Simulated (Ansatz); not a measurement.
## Profile along the Si–O line in SiO2 (rutile)

SiO2 (rutile)

Space group P4₂/mnm (No. 136); a = b = 4.1852 Å, c = 2.6688 Å, α = β = γ = 90.00°

```json
[
 {"atom": "Si", "site": "2a", "symmetry": "m.mm", "x": "0.0000", "y": "0.0000", "z": "0.0000"},
 {"atom": "O", "site": "4g", "symmetry": "m.2m", "x": "0.1939", "y": "0.1939", "z": "0.5000"}
]
```

Fields along a shortest Si–O line of a (-1 1 0) plane (1.76 Å), from Si to O, interpolated on the slice's grid (step about 0.2 Å). The numbers are results of r2SCAN (plane waves to 500 eV, PAW, scalar-relativistic; Ansatz, a program for electronic structure), not measurements. k mesh 8×8×12. These are valence fields of a PAW run, semicore shells included where kept as valence: close to a nucleus they are smooth pseudo fields. SiO2 was relaxed with its symmetry unable to fall.

| distance from Si (Å) | valence electron density (e/Å³) | electron localisation function |
|---|---|---|
| 0.00 | 0.05 | x |
| 0.18 | 0.06 | x |
| 0.35 | 0.15 | x |
| 0.53 | 0.36 | 0.35 |
| 0.70 | 0.62 | 0.72 |
| 0.88 | 0.97 | 0.86 |
| 1.06 | 1.61 | 0.87 |
| 1.23 | 3.01 | 0.82 |
| 1.41 | 5.20 | x |
| 1.58 | 6.99 | x |
| 1.76 | 7.67 | x |

x: too close to a nucleus for the ELF to mean much.

Density on the Si–O line (1.76 Å) at its midpoint: 0.97 e/Å³. ELF at that point: 0.9. ELF maximum in the middle third of the Si–O line: 0.87, 1.0 Å from Si.
